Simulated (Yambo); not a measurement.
G0W0@PBEsol for Cs2KYCl6 (space group Fm-3m, No. 225) in Yambo. Reference settings: 2×2×2 Γ-centred k mesh, bands 2 to 372 and a 6 Ry block in the screening, 372 bands in G with the Bruneval-Gonze terminator, plasmon pole fitted at 27.2 eV. The PBEsol gap Γ → Γ on this mesh is 4.96 eV; G0W0 gaps are taken between the same points.

```json
[
 {"change from the reference": "reference settings", "G0W0 gap Γ → Γ (eV)": "7.54", "shift of the valence edge (eV)": "-1.85"},
 {"change from the reference": "3 Ry block", "G0W0 gap Γ → Γ (eV)": "?", "shift of the valence edge (eV)": "-1.67"},
 {"change from the reference": "139 bands in W, 139 bands in G", "G0W0 gap Γ → Γ (eV)": "7.54", "shift of the valence edge (eV)": "-1.57"},
 {"change from the reference": "no terminator", "G0W0 gap Γ → Γ (eV)": "7.49", "shift of the valence edge (eV)": "-1.71"},
 {"change from the reference": "1×1×1 mesh", "G0W0 gap Γ → Γ (eV)": "7.41", "shift of the valence edge (eV)": "-1.75"},
 {"change from the reference": "139 bands in G, no terminator", "G0W0 gap Γ → Γ (eV)": "7.30", "shift of the valence edge (eV)": "-1.20"},
 {"change from the reference": "239 bands in G", "G0W0 gap Γ → Γ (eV)": "7.54", "shift of the valence edge (eV)": "-1.82"},
 {"change from the reference": "5 Ry block", "G0W0 gap Γ → Γ (eV)": "7.51", "shift of the valence edge (eV)": "-1.82"}
]
```

Estimate the withheld gaps from the other rows; the computed values follow.


- 3 Ry block, G0W0 gap Γ → Γ (eV): 7.31

The reference isn't shown to be the converged limit.

Geometry of the Materials Project entry, not relaxed at this level; primitive cell a = 8.0291 Å, b = 8.0291 Å, c = 8.0291 Å, α = 60.00°, β = 60.00°, γ = 60.00°.

The structure is a Materials Project entry; no match was found in the copy of COD used, and its stability was not checked.

A shift is the quasiparticle energy of the state minus its PBEsol energy.
